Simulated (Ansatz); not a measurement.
Bi$_{2}$Se$_{3}$ (Bi2Te3 type, space group R-3m)

```xyz
5
Lattice="2.0723 1.1964 9.7553 -2.0723 1.1964 9.7553 0.0000 -2.3929 9.7553" Properties=species:S:1:pos:R:3 pbc="T T T"
Bi     0.0000     0.0000    11.6883
Bi     0.0000     0.0000    17.5775
Se     0.0000     0.0000     0.0000
Se     0.0000     0.0000     6.2688
Se     0.0000     0.0000    22.9970
```

The slice is a (1 -1 0 2) plane (indices of the conventional cell) through the point (0.000, 0.000, 0.000) (fractional), spanned by u = [1 0 -1] and v = [010] in vectors of this cell: u (4.14 Å) and v (10.04 Å, at 90° to u). It covers one period; positions are fractions (u, v).

Method: r2SCAN+rVV10 (plane waves to 500 eV, PAW, scalar-relativistic; Ansatz, a quantum-chemistry and plane-wave program). k mesh 9×9×9. Near the nuclei the fields are pseudised (PAW); where an atom keeps semicore shells as valence, they peak there. Bi2Se3 was relaxed with its symmetry unable to fall. Spin-orbit coupling is left out, though Bi is heavy.

Task: Predict the map of the electron localisation function (ELF) on the slice.

Result: 
```
|xx@@*. .*@@x|
|@@@%-...-%@@|
|@@#=:-=-:=#@|
|*+-:=+++=:-+|
|...-+++++-..|
|  .=++=++=. |
|  .-=+++=-. |
|...:-===-:..|
|--..:---:..-|
|+=:.......:=|
|++-.     .-+|
|=-:.     .:-|
|..         .|
|            |
|..         .|
|=-:.     .:-|
|++-.     .-+|
|+=:.......:=|
|--..:---:..-|
|...:-===-:..|
|  .-=+++=-. |
|  .=++=++=. |
|...-+++++-..|
|*+-:=+++=:-+|
|@@#=:-=-:=#@|
|@@@%-...-%@@|
|xx@@*. .*@@x|
|xx@@#: :#@@x|
```
Scale: ten equal steps from 0.01 (start of ' ') to 0.79 (end of '@'), in the order ' .:-=+*#%@'. Values: electron localisation function (ELF). The map has 12 points along u (one character each, u = 0 at the left) and 28 along v (v = 0 in the bottom row). Points within 0.5 Å of a nucleus are blanked (x), as the pseudised field means little there.
